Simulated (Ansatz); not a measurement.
Hf (hcp, Mg type)

```yaml
crystal:
  lattice:
    - [3.20421, 0.00000, 0.00000]
    - [-1.60210, 2.77493, 0.00000]
    - [0.00000, 0.00000, 5.06906]
  atoms:
    - { symbol: Hf, position: [0.33333, 0.66667, 0.75000] }
    - { symbol: Hf, position: [0.66667, 0.33333, 0.25000] }
```

The slice is a (1 -1 0 0) plane (indices of the conventional cell) through the point (0.667, 0.333, 0.250) (fractional), spanned by u = [110] and v = [001] in vectors of this cell: u (3.20 Å) and v (5.07 Å, at 90° to u). It covers one period; positions are fractions (u, v).

All values below come from PBE (plane waves to 420 eV, PAW, scalar-relativistic; Ansatz, a program for electronic structure). k mesh 17×17×9. Near the nuclei the fields are pseudised (PAW); where an atom keeps semicore shells as valence, they peak there. Hf is run without spin polarisation. Hf was relaxed with its symmetry unable to fall. Spin-orbit coupling is left out, though Hf is heavy.

Question: What is the ELF at the midpoint of the shortest Hf–Hf line in this plane (3.20 Å)?

Answer: 0.3.

Question: What is the valence density on the shortest Hf–Hf line in this plane (3.20 Å), at its midpoint?

Answer: 0.19 e/Å³.

Question: Sketch the valence electron density on this plane as a map.

Answer: 
```
|@@%%##++::        ::++##%%|
|####++--..        ..--++##|
|++==--..            ..--==|
|::::..                ..::|
|                          |
|                          |
|                          |
|          ........        |
|        ..::::::::..      |
|        ..::----::..      |
|        ..::::::::..      |
|          ........        |
|                          |
|                          |
|                          |
|::::..                ..::|
|++==--..            ..--==|
|####++--..        ..--++##|
|@@%%##++::        ::++##%%|
|@@@@%%++::        ::++%%@@|
```
Scale: ten equal steps from -0.77 (start of ' ') to 1.55 (end of '@'), in the order ' .:-=+*#%@'. Values: log₁₀ of the valence density in e/Å³. The map has 13 points along u (two characters each, u = 0 at the left) and 20 along v (v = 0 in the bottom row). The scale is logarithmic, as a density can span decades between atoms and voids.
